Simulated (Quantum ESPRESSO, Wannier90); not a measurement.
# Wannier functions of Cd (hcp (Mg type))

Cell from Materials Project (mp-94), symmetrised, no further relaxation. This is the element's usual structure. Method: PBEsol plane waves in Quantum ESPRESSO 7.5 (PseudoDojo norm-conserving files, 82 Ry, no spin polarisation, no spin-orbit coupling), Bloch states on a 6×6×4 mesh through Γ, Wannier90 4.0.1. Density: 18×18×8 mesh, cold smearing 0.01 Ry.

On the energy scale of pw.x, whose zero is arbitrary, the Fermi level lies at 13.96 eV.

Input w.win:

```
num_bands = 2
num_wann = 2
exclude_bands = 3-37
num_iter = 1000
conv_tol = 1.0e-6
conv_window = 4
write_hr = true
write_u_matrices = true
auto_projections = true
begin unit_cell_cart
ang
    2.9584699236    0.0000000000    0.0000000000
   -1.4792349618    2.5621101102    0.0000000000
    0.0000000000    0.0000000000    5.8859300000
end unit_cell_cart
begin atoms_frac
Cd   0.3333333333 -0.3333333333  0.2500000000
Cd  -0.3333333333  0.3333333333 -0.2500000000
end atoms_frac
mp_grid = 6 6 4
begin kpoints
0.0000000000 0.0000000000 0.0000000000
0.0000000000 0.0000000000 0.2500000000
0.0000000000 0.0000000000 0.5000000000
... (141 more lines: the 6x6x4 mesh through Gamma)
end kpoints
```

Input of pw2wannier90.x that gives the overlap and projection files (equivalent; here they were cut from one run over all bands):

```
&inputpp
  outdir = './out'
  prefix = 'pwscf'
  seedname = 'w'
  write_amn = .true.
  write_mmn = .true.
  atom_proj = .true.
  atom_proj_exclude = 2 3 4 5 6 7 8 9 10 12 13 14 15 16 17 18 19 20
/
```

Output w.wout (banner and timings cut):

```
                                    ------
                                    SYSTEM
                                    ------

                              Lattice Vectors (Ang)
                    a_1     2.958470   0.000000   0.000000
                    a_2    -1.479235   2.562110   0.000000
                    a_3     0.000000   0.000000   5.885930

                   Unit Cell Volume:      44.61491  (Ang^3)

                        Reciprocal-Space Vectors (Ang^-1)
                    b_1     2.123796   1.226174  -0.000000
                    b_2     0.000000   2.452348   0.000000
                    b_3     0.000000  -0.000000   1.067492

 *----------------------------------------------------------------------------*
 |   Site       Fractional Coordinate          Cartesian Coordinate (Ang)     |
 +----------------------------------------------------------------------------+
 | cd   1   0.33333  -0.33333   0.25000   |    1.47923  -0.85404   1.47148    |
 | cd   2  -0.33333   0.33333  -0.25000   |   -1.47923   0.85404  -1.47148    |
 *----------------------------------------------------------------------------*
                                ------------
                                K-POINT GRID
                                ------------

             Grid size =  6 x  6 x  4      Total points =  144

 *---------------------------------- MAIN ------------------------------------*
 |  Number of Wannier Functions               :                 2             |
 |  Number of Objective Wannier Functions     :                 2             |
 |  Number of input Bloch states              :                 2             |
 |  Output verbosity (1=low, 5=high)          :                 1             |
 |  Timing Level (1=low, 5=high)              :                 1             |
 |  Optimisation (0=memory, 3=speed)          :                 3             |
 |  Length Unit                               :               Ang             |
 |  Post-processing setup (write *.nnkp)      :                 F             |
 |  Using Gamma-only branch of algorithms     :                 F             |
 *----------------------------------------------------------------------------*
 *------------------------------- WANNIERISE ---------------------------------*
 |  Total number of iterations                :              1000             |
 |  Number of CG steps before reset           :                 5             |
 |  Trial step length for line search         :             2.000             |
 |  Convergence tolerence                     :         0.100E-05             |
 |  Convergence window                        :                 4             |
 |  Iterations between writing output         :                 1             |
 |  Iterations between backing up to disk     :               100             |
 |  Write r^2_nm to file                      :                 F             |
 |  Write xyz WF centres to file              :                 F             |
 |  Write on-site energies <0n|H|0n> to file  :                 F             |
 |  Use guiding centre to control phases      :                 F             |
 |  Use phases for initial projections        :                 F             |
 *----------------------------------------------------------------------------*
 *-------------------------------- PLOTTING ----------------------------------*
 |  Plotting Hamiltonian in WF basis          :                 T             |
 *----------------------------------------------------------------------------*

 *---------------------------------- K-MESH ----------------------------------*
 +----------------------------------------------------------------------------+
 |                    Distance to Nearest-Neighbour Shells                    |
 |                    ------------------------------------                    |
 |          Shell             Distance (Ang^-1)          Multiplicity         |
 |          -----             -----------------          ------------         |
 |             1                   0.266873                      2            |
 |             2                   0.408725                      6            |
 |             3                   0.488136                     12            |
 |             4                   0.533746                      2            |
 |             5                   0.672265                     12            |
 |             6                   0.707932                      6            |
 |             7                   0.756564                     12            |
 |             8                   0.800619                      2            |
       ... (lines left out)
 +----------------------------------------------------------------------------+
 | The b-vectors are chosen automatically                                     |
 | The following shells are used:                       1,  2                 |
 +----------------------------------------------------------------------------+
 |                        Shell   # Nearest-Neighbours                        |
 |                        -----   --------------------                        |
 |                          1               2                                 |
 |                          2               6                                 |
 +----------------------------------------------------------------------------+
 | Completeness relation is fully satisfied [Eq. (B1), PRB 56, 12847 (1997)]  |
 +----------------------------------------------------------------------------+
 |                  b_k Vectors (Ang^-1) and Weights (Ang^2)                  |
 |                  ----------------------------------------                  |
 |            No.         b_k(x)      b_k(y)      b_k(z)        w_b           |
 |            ---        --------------------------------     --------        |
 |             1         0.000000    0.000000    0.266873     7.020377        |
 |             2         0.000000    0.000000   -0.266873     7.020377        |
 |             3         0.000000    0.408725    0.000000     1.995341        |
 |             4         0.353966    0.204362    0.000000     1.995341        |
 |             5         0.000000   -0.408725    0.000000     1.995341        |
 |             6         0.353966   -0.204362    0.000000     1.995341        |
 |             7        -0.353966   -0.204362    0.000000     1.995341        |
 |             8        -0.353966    0.204362    0.000000     1.995341        |
 +----------------------------------------------------------------------------+
 |                           b_k Directions (Ang^-1)                          |
 |                           -----------------------                          |
 |            No.           x           y           z                         |
 |            ---        --------------------------------                     |
 |             1         0.000000    0.000000    0.266873                     |
 |             2         0.000000    0.408725    0.000000                     |
 |             3         0.353966    0.204362    0.000000                     |
 |             4         0.353966   -0.204362    0.000000                     |
 +----------------------------------------------------------------------------+

 Starting a new Wannier90 calculation ...

 Reading overlaps from w.mmn

 Reading projections from w.amn

 *------------------------------- WANNIERISE ---------------------------------*
 +--------------------------------------------------------------------+<-- CONV
 | Iter  Delta Spread     RMS Gradient      Spread (Ang^2)            |<-- CONV
 +--------------------------------------------------------------------+<-- CONV

 ------------------------------------------------------------------------------
 Initial State
  WF centre and spread    1  (  1.479235, -0.854037,  1.471483 )     0.24390095
  WF centre and spread    2  ( -1.479235,  0.854037, -1.471482 )     0.24390095
  Sum of centres and spreads (  0.000000, -0.000000,  0.000000 )     0.48780190

      0     0.488E+00     0.0000000000        0.4878018977  <-- CONV
        O_D=      0.0000000 O_OD=      0.0000000 O_TOT=      0.4878019 <-- SPRD
 ------------------------------------------------------------------------------
      1     0.000E+00     0.0000000028        0.4878018977  <-- CONV
        O_D=      0.0000000 O_OD=      0.0000000 O_TOT=      0.4878019 <-- SPRD
      2     0.000E+00     0.0000000028        0.4878018977  <-- CONV
        O_D=      0.0000000 O_OD=      0.0000000 O_TOT=      0.4878019 <-- SPRD
      3     0.000E+00     0.0000000027        0.4878018977  <-- CONV
        O_D=      0.0000000 O_OD=      0.0000000 O_TOT=      0.4878019 <-- SPRD
      4     0.000E+00     0.0000000027        0.4878018977  <-- CONV
        O_D=      0.0000000 O_OD=      0.0000000 O_TOT=      0.4878019 <-- SPRD
             <<<     Delta < 1.000E-06  over  4 iterations     >>>
             <<< Wannierisation convergence criteria satisfied >>>
 Final State
  WF centre and spread    1  (  1.479235, -0.854037,  1.471483 )     0.24390095
  WF centre and spread    2  ( -1.479235,  0.854037, -1.471482 )     0.24390095
  Sum of centres and spreads (  0.000000, -0.000000,  0.000000 )     0.48780190

         Spreads (Ang^2)       Omega I      =     0.487801898
        ================       Omega D      =     0.000000000
                               Omega OD     =     0.000000000
    Final Spread (Ang^2)       Omega Total  =     0.487801898
```
